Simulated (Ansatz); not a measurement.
Level of theory: DFT PBE, scalar-relativistic, plane waves, PAW (Ansatz). All cells share a 420 eV cutoff and Γ-centred k meshes spaced at most about 0.3 Å⁻¹ (about 0.25 or finer for metals, 2π included). No spin polarisation in the final relaxations.

All energies are static (0 K, no zero-point motion).

Compare these two cells of ScInSbP3, each relaxed at this level.

A.

```yaml
crystal:
  lattice:
    - [5.00012, 0.00000, 0.00000]
    - [0.00000, 5.00012, 0.00000]
    - [0.00000, 0.00000, 5.76142]
  atoms:
    - { symbol: Sc, position: [0.00000, 0.00000, 0.00000] }
    - { symbol: In, position: [0.50000, 0.50000, 0.50000] }
    - { symbol: Sb, position: [0.00000, 0.00000, 0.50000] }
    - { symbol: P, position: [0.00000, 0.50000, 0.00000] }
    - { symbol: P, position: [0.50000, 0.00000, 0.00000] }
    - { symbol: P, position: [0.50000, 0.50000, 0.00000] }
```

B.

```yaml
crystal:
  lattice:
    - [4.97718, 0.00000, 0.00000]
    - [-2.48859, 4.31036, 0.00000]
    - [0.00000, 0.00000, 6.72403]
  atoms:
    - { symbol: Sc, position: [0.33333, 0.66667, 0.50000] }
    - { symbol: In, position: [0.00000, 0.00000, 0.50000] }
    - { symbol: Sb, position: [0.33333, 0.66667, 0.00000] }
    - { symbol: P, position: [0.66667, 0.33333, 0.17016] }
    - { symbol: P, position: [0.66667, 0.33333, 0.82984] }
    - { symbol: P, position: [0.66667, 0.33333, 0.50000] }
```

Question: Which would you expect to be lower, and how large is the difference?

Answer: A is lower, by 0.33 eV/atom. A has space group P4/mmm (No. 123), 24.0 Å³/atom and no gap on its mesh; B has space group P-6m2 (No. 187), 24.0 Å³/atom and no gap. Counting P or Sb atoms around In and Sc (for each partner element, those within 1.25 times its shortest distance or 1.15 times the sum of covalent radii, where it is the nearest in units of that sum or under 1.3), A has Sc 6, In 6 and B has Sc 5, In 3. B holds P–P chains (shortest 2.22 Å); in A the shortest P–P distance is 2.50 Å, near bonding range too. In A, Sc has 4 P at 2.50 Å and 2 Sb at 2.88 Å; In has 2 P at 2.88 Å and 4 Sb at 3.54 Å; around Sb lie 2 Sc at 2.88 Å; P on a site of symmetry mmm has 2 P at 2.50 Å and 2 Sc at 2.50 Å; 1 more site not described. In B, Sc is surrounded by 3 In at 2.87 Å, 3 P at 2.87 Å, 2 Sb at 3.36 Å and 6 P at 3.63 Å; around In lie 3 P at 2.87 Å and 3 Sc at 2.87 Å; Sb is surrounded by 6 P at 3.09 Å and 2 Sc at 3.36 Å; P on a site of symmetry 3m is surrounded by 2 P at 2.22–2.29 Å, 3 Sb at 3.09 Å, 3 In at 3.63 Å and 3 Sc at 3.63 Å; 1 more site not described. Both come from invented guesses.

These runs have no spin–orbit coupling, which can matter for Sb. A magnetic state wasn't ruled out in cells without spin, among them P-6m2. Cells relaxed within their symmetry can be saddle points.
